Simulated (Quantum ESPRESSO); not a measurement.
```
CELL_PARAMETERS angstrom
      5.62186     0.00000     0.00000
      0.00000     5.62186     0.00000
      0.00000     0.00000     5.62186
ATOMIC_POSITIONS crystal
  Sc 0.00000 0.00000 0.00000
  P  0.26024 0.26024 0.26024
  Al 0.00000 0.50000 0.50000
  P  0.26024 0.73976 0.73976
  Al 0.50000 0.00000 0.50000
  P  0.73976 0.26024 0.73976
  Al 0.50000 0.50000 0.00000
  P  0.73976 0.73976 0.26024
```
The cell was made here from a computed Materials Project entry: one of 4 Al replaced by Sc, cell and atoms relaxed (PBE without dispersion, pw.x of a modified build of Quantum ESPRESSO, symmetry kept). The parent is AlP in F-43m. The swapped cell is a model, not a known phase. Stability against distortions was not tested. The run has no spin polarisation.

A lattice sum over point charges, one formal value an element (Al +3, P -3, Sc +3), with no Sternheimer factor, costs far less than a self-consistent run. Taken along the main axis of each site's self-consistent tensor, it gives:

```
site                  V along that axis, point charges (a.u.)
--------------------  ---------------------------------------
P (atoms 2, 4, 6, 8)                                   -0.016
Al (atoms 3, 5, 7)                                     -0.017
```

Problem. How do the values of a PBE PAW density (pw.x of Quantum ESPRESSO, JTH datasets) with the all-electron reconstruction of Petrilli and co-workers compare?

Solution. 
| site | Vzz, PAW (a.u.) | PAW over point charges |
|---|---|---|
| P | -0.506 | 32 |
| Al | -0.079 | 4.6 |
  Cores are frozen. Against all-electron runs on small test molecules, this scheme's |Vzz| missed by −7 % on Al. P had no test against all-electron runs.
